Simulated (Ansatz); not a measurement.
Ti3AlC (anti-perovskite, space group No. 221), a = b = c = 4.105 Å, α = β = γ = 90.00°.

Relaxed with LDA.

Problem. Which orbitals make up the states near the Fermi level in DFT-LDA in the program Ansatz with PAW potentials?

Solution. Within 0.5 eV of the Fermi level: Ti 3d 92 %. Projections are on Löwdin-orthogonalised atomic valence shells; empty p or d shells of many metals are not among them.

Problem. Tabulate the density of states.

Solution. States/eV per cell of 5 atoms, in 0.25 eV bins, energy from the Fermi level.

```
E (eV)  total  Ti 3d  C 2p  Al 3p
------  -----  -----  ----  -----
-7.85    0.00   0.00  0.00   0.00
-7.60    0.00   0.00  0.00   0.00
-7.35    0.00   0.00  0.00   0.00
-7.10    0.03   0.01  0.00   0.00
-6.85    0.32   0.08  0.00   0.00
-6.60    0.62   0.13  0.01   0.01
-6.35    1.43   0.17  0.11   0.03
-6.10    1.65   0.18  0.18   0.08
-5.85    1.58   0.21  0.21   0.11
-5.60    1.51   0.30  0.26   0.12
-5.35    1.14   0.38  0.34   0.06
-5.10    1.53   0.57  0.56   0.08
-4.85    1.94   0.70  0.70   0.10
-4.60    2.10   0.75  0.80   0.13
-4.35    2.35   0.83  0.92   0.17
-4.10    2.70   0.93  1.04   0.27
-3.85    2.38   0.83  0.92   0.25
-3.60    2.12   0.79  0.89   0.16
-3.35    2.23   0.87  1.00   0.13
-3.10    2.22   0.88  1.03   0.11
-2.85    2.50   1.00  1.10   0.18
-2.60    4.13   1.73  1.32   0.68
-2.35    3.62   1.59  0.68   0.99
-2.10    3.56   1.69  0.36   1.23
-1.85    4.49   2.53  0.25   1.41
-1.60    9.80   5.86  0.27   3.27
-1.35    1.07   0.82  0.06   0.15
-1.10    1.58   1.45  0.05   0.02
-0.85    1.99   1.83  0.06   0.01
-0.60    2.45   2.26  0.05   0.01
-0.35    2.65   2.46  0.05   0.02
-0.10    2.66   2.49  0.04   0.03
0.15     3.21   2.96  0.04   0.06
0.40     5.07   4.55  0.11   0.10
0.65     8.69   7.66  0.26   0.19
0.90     4.40   3.70  0.16   0.20
1.15     3.25   2.74  0.07   0.13
1.40     5.10   4.51  0.13   0.18
1.65     5.31   5.02  0.05   0.07
1.90    10.20   9.32  0.07   0.14
2.15     4.24   4.08  0.01   0.05
2.40     1.68   1.63  0.00   0.01
2.65     1.42   1.33  0.02   0.05
2.90     2.22   1.89  0.07   0.17
3.15     4.05   3.34  0.18   0.24
3.40     6.42   5.05  0.50   0.43
```

Space group Pm-3m (anti-perovskite). The first step of the workflow began from a Materials Project structure, measured or hypothetical; the Crystallography Open Database copy checked does not list it. Whether it is the stable phase at ambient conditions was not checked. Symmetry was held in the LDA relaxation; of distortions, only those at the zone centre were tested. No spin polarisation was allowed.

Potentials: the earlier of the program's two PAW sets.
